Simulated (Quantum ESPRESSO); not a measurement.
pw.x input (Quantum ESPRESSO 7.5; PBEsol, PseudoDojo standard norm-conserving files, scalar-relativistic):

```
&CONTROL
  calculation = 'scf'
  pseudo_dir = './pseudo'
  outdir = './out'
  tprnfor = .true.
  tstress = .true.
/
&SYSTEM
  ibrav = 0
  nat = 3
  ntyp = 2
  ecutwfc = 84.0
  ecutrho = 336.0
  occupations = 'smearing'
  smearing = 'fd'
  degauss = 0.002
  nbnd = 10
/
&ELECTRONS
  conv_thr = 3e-10
/
ATOMIC_SPECIES
Li 6.9400 Li.upf
O 15.9990 O.upf
CELL_PARAMETERS angstrom
  0.000000000000   2.288267727000   2.288267727000
  2.288267727000   0.000000000000   2.288267727000
  2.288267727000   2.288267727000   0.000000000000
ATOMIC_POSITIONS crystal
Li   0.750000000000   0.750000000000   0.750000000000
Li   0.250000000000   0.250000000000   0.250000000000
O   0.000000000000   0.000000000000   0.000000000000
K_POINTS automatic
10 10 10 0 0 0
```

End of the output:

```
     total energy              =     -61.83617545 Ry
     estimated scf accuracy    <       0.00000005 Ry
     total energy              =     -61.83617547 Ry
     estimated scf accuracy    <          3.4E-09 Ry
     total energy              =     -61.83617547 Ry
     estimated scf accuracy    <          5.8E-10 Ry
[...]
     the Fermi energy is     3.6966 ev
!    total energy              =     -61.83617547 Ry
     estimated scf accuracy    <          3.2E-12 Ry
     smearing contrib. (-TS)   =      -0.00000000 Ry
     internal energy E=F+TS    =     -61.83617547 Ry
     The total energy is F=E-TS. E is the sum of the following terms:
     one-electron contribution =     -23.95423348 Ry
     hartree contribution      =      14.72801031 Ry
     xc contribution           =     -15.03800996 Ry
     ewald contribution        =     -37.57194233 Ry
     convergence has been achieved in  10 iterations
     Forces acting on atoms (cartesian axes, Ry/au):
     atom    1 type  1   force =     0.00000000   -0.00000000   -0.00000000
     atom    2 type  1   force =    -0.00000000    0.00000000    0.00000000
     atom    3 type  2   force =     0.00000000    0.00000000    0.00000000
     Total force =     0.000000     Total SCF correction =     0.000000
     Computing stress (Cartesian axis) and pressure
          total   stress  (Ry/bohr**3)                   (kbar)     P=       -0.16
  -0.00000106  -0.00000000   0.00000000           -0.16       -0.00        0.00
   0.00000000  -0.00000106   0.00000000            0.00       -0.16        0.00
   0.00000000   0.00000000  -0.00000106            0.00        0.00       -0.16
```
In a gapped system the printed Fermi energy is only some level inside the gap.

Geometry relaxed with PBEsol.
